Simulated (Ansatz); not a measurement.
SnS$_{2}$:
```
CELL_PARAMETERS angstrom
      3.70259     0.00000     0.00000
     -1.85130     3.20654     0.00000
      0.00000     0.00000     6.98690
ATOMIC_POSITIONS crystal
  Sn 0.00000 0.00000 0.00000
  S  0.33333 0.66667 0.21156
  S  0.66667 0.33333 0.78844
```

Relaxed with PBE.

Q: Which orbitals make up the states near the band edges in DFT-PBE in the program Ansatz with PAW potentials?

A: Top 1 eV of the valence band: S 3p 96 %. Bottom 1 eV of the conduction band: S 3p 56 %, Sn 5s 36 %. Projections are on Löwdin-orthogonalised atomic valence shells; empty p or d shells of many metals are not among them.

Q: Tabulate the density of states.

A: States/eV per cell of 3 atoms, in 0.25 eV bins, energy from the valence-band maximum.

```tsv
E (eV)	total	S 3p	Sn 5p	Sn 5s
-7.85	0.00	0.00	0.00	0.00
-7.60	0.00	0.00	0.00	0.00
-7.35	0.00	0.00	0.00	0.00
-7.10	0.00	0.00	0.00	0.00
-6.85	0.27	0.10	0.00	0.16
-6.60	2.03	0.77	0.00	1.10
-6.35	1.23	0.46	0.00	0.62
-6.10	0.85	0.31	0.00	0.41
-5.85	0.72	0.26	0.00	0.33
-5.60	0.65	0.23	0.00	0.28
-5.35	0.67	0.24	0.00	0.26
-5.10	0.80	0.31	0.00	0.26
-4.85	0.78	0.33	0.00	0.21
-4.60	0.00	0.00	0.00	0.00
-4.35	0.00	0.00	0.00	0.00
-4.10	0.94	0.56	0.31	0.00
-3.85	1.83	1.13	0.59	0.00
-3.60	1.87	1.20	0.57	0.00
-3.35	1.20	0.79	0.33	0.00
-3.10	1.32	0.88	0.34	0.01
-2.85	1.61	1.09	0.41	0.02
-2.60	1.86	1.30	0.45	0.02
-2.35	2.34	1.68	0.55	0.02
-2.10	2.99	2.24	0.59	0.02
-1.85	2.72	2.11	0.46	0.01
-1.60	1.52	1.20	0.25	0.01
-1.35	1.17	0.94	0.18	0.01
-1.10	1.16	0.98	0.14	0.01
-0.85	3.01	2.82	0.11	0.01
-0.60	4.39	4.19	0.10	0.01
-0.35	6.83	6.65	0.05	0.01
-0.10	3.23	3.16	0.02	0.00
0.15	0.00	0.00	0.00	0.00
0.40	0.00	0.00	0.00	0.00
0.65	0.00	0.00	0.00	0.00
0.90	0.00	0.00	0.00	0.00
1.15	0.00	0.00	0.00	0.00
1.40	0.00	0.00	0.00	0.00
1.65	0.45	0.25	0.00	0.17
1.90	0.86	0.47	0.02	0.31
2.15	1.04	0.58	0.03	0.37
2.40	1.69	0.96	0.04	0.60
2.65	2.85	1.64	0.06	1.02
2.90	1.11	0.61	0.03	0.41
3.15	0.00	0.00	0.00	0.00
3.40	0.00	0.00	0.00	0.00
3.65	0.00	0.00	0.00	0.00
3.90	0.07	0.00	0.04	0.00
4.15	0.18	0.01	0.11	0.00
4.40	0.24	0.02	0.15	0.00
4.65	0.51	0.07	0.32	0.00
4.90	1.76	0.32	1.00	0.01
5.15	1.78	0.35	1.03	0.01
5.40	2.03	0.41	1.24	0.00
5.65	2.09	0.48	1.20	0.00
5.90	1.90	0.46	1.06	0.00
6.15	4.33	1.08	1.97	0.00
6.40	4.40	1.09	2.05	0.00
```

Space group P-3m1 (CdI2 type). The PBE relaxation kept the symmetry of its start. The volume lies over 15 % above that of the usual cell of this phase: another minimum, or an error of the functional. A crystal of weakly bound layers computed without a dispersion correction: the cell and the soft elastic constants depend strongly on that. Scalar-relativistic: spin–orbit coupling is off unless named, which matters more the heavier the elements.

Potentials: the earlier of the program's two PAW sets.
